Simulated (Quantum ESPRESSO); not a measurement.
# Pt4Ir2AlHf: one composition in several site orders

Simulated, not a measurement. The program is pw.x of Quantum ESPRESSO 7.5 (plane-wave density functional theory). The cell is made up: eight metal atoms on a face-centred cubic lattice, with elements, volume, strain and displacements drawn at random and not relaxed, so it may be unstable or far from any real phase. PseudoDojo standard norm-conserving files set the functional (PBE unless stated); there is no spin polarisation or spin-orbit coupling, the Fermi-Dirac width of 0.25 eV means electrons at about 2900 K, and the masses in the input are unused placeholders. Heavy elements are run without spin-orbit coupling, which real alloys of them have. A spin test at this wide smearing found no moment, but such smearing suppresses magnetism that the real alloy may have.

The runs put one composition on the sites in different orders. Cell, positions, cutoff, mesh and smearing stay as in the input of run 1; sites are counted in its order. Stress in the tables is positive in tension.

Input of run 1:

```
&control calculation='scf', pseudo_dir='./dojo.nc.sr.pbe.v0_5.standard.upf', outdir='./o', disk_io='minimal', tprnfor=.true., tstress=.true. /
&system ibrav=0, nat=8, ntyp=4, nbnd=78, ecutwfc=84.00895049, nosym=.true., tot_charge=0,
 occupations='smearing', smearing='fd', degauss=0.0183746611
/
&electrons conv_thr=1.470e-08, electron_maxstep=70, mixing_beta=0.5 /
ATOMIC_SPECIES
Al 1.0 Al.upf
Hf 1.0 Hf.upf
Ir 1.0 Ir.upf
Pt 1.0 Pt.upf
CELL_PARAMETERS angstrom
2.0167 4.0334 2.0167
2.0167 -4.0334 2.0167
2.0167 0.0 -6.0501
ATOMIC_POSITIONS angstrom
Pt 0.0211 0.0112 0.0364
Ir 2.0116 -2.0249 0.0563
Pt 1.9585 0.0017 -2.0781
Ir 4.0399 -1.9667 -1.9748
Al 2.0455 0.0854 1.9992
Pt 2.0119 2.0595 0.027
Hf 4.0412 -0.0593 -0.0882
Pt 4.0691 1.9506 -2.0387
K_POINTS automatic
6 6 4 1 1 1
```

```
run  elements on sites 1 to 8  free energy less that of run 1 (eV)  -TS (eV)  pressure (GPa)  stress xx (GPa)  stress yy (GPa)  stress zz (GPa)  stress yz (GPa)  stress xz (GPa)  stress xy (GPa)  iterations
  1   Pt Ir Pt Ir Al Pt Hf Pt                                0.000    -1.243           -8.50             7.51            10.91             7.06            -0.48             1.99             0.08          18
  2   Pt Ir Hf Ir Pt Pt Pt Al                                0.724    -1.366           -7.56             8.09             5.63             8.96            -1.36             1.27            -0.92          15
  3   Al Ir Ir Pt Pt Hf Pt Pt                                0.559    -1.288           -7.98             9.64             5.89             8.42            -1.60             0.62            -1.59          17
  4   Al Pt Pt Ir Hf Ir Pt Pt                                0.511    -1.377           -7.82             6.69            10.78             5.99            -0.35            -1.64            -0.33          16
  5   Al Pt Pt Pt Ir Hf Pt Ir                                0.809    -1.373           -7.53             9.42             4.73             8.43            -1.32             1.21            -1.29          16
  6   Pt Pt Ir Pt Ir Al Hf Pt                                0.559    -1.278           -7.62             8.74             5.79             8.35            -0.14             1.32             0.73          16
```

Forces Fx Fy Fz (eV/Å):

```
site              run 1              run 2              run 3              run 4             run 5              run 6
   1   0.32 -0.10 -0.11    -0.19 0.00 0.17    -0.58 0.03 0.67  -0.16 -0.09 -0.33   -0.71 0.02 0.88   0.71 -0.07 -0.65
   2    0.07 0.11 -0.46    0.36 0.22 -0.59    0.41 0.22 -0.63    0.20 0.19 -0.50  -0.20 0.22 -0.06    0.24 0.24 -0.17
   3     0.54 0.03 0.14    -0.40 0.19 0.87   -0.19 -0.06 0.87    0.15 -0.08 0.47   0.30 -0.05 0.42    0.28 -0.30 0.02
   4  -0.13 -0.36 -0.57  -0.20 -0.46 -0.45  -0.09 -0.35 -0.70  -0.06 -0.34 -0.65  0.40 -0.28 -1.07  -0.25 -0.42 -0.55
   5   -0.97 -0.23 0.89   -0.40 -0.48 0.51   -0.44 -0.73 0.03   -0.06 -0.65 0.14  -0.67 -0.56 0.41  -0.01 -0.59 -0.34
   6   -0.29 -0.31 0.14   0.25 -0.19 -0.54   0.79 -0.18 -1.09  -0.10 -0.16 -0.02  0.65 -0.31 -0.93   -0.63 -0.05 0.80
   7     0.46 0.50 0.05    -0.15 0.65 0.55    -0.21 0.59 0.77     0.15 0.71 0.40   -0.12 0.59 0.58     0.21 0.73 0.33
   8    0.00 0.34 -0.08    0.74 0.06 -0.52     0.31 0.48 0.08    -0.12 0.41 0.48   0.35 0.36 -0.23    -0.55 0.46 0.55
```

The sites are displaced and not relaxed, so the energy differences mix bonding between neighbours with strain and are not ordering energies. A rerun of one cell of this series at a higher cutoff and on a denser mesh moved values by no more than 0.003 eV in energy, 0.03 GPa in stress and 0.007 eV/Å in force, and a second program with other atomic files agreed on that cell to 2 % rms in force and 0.5 GPa in pressure.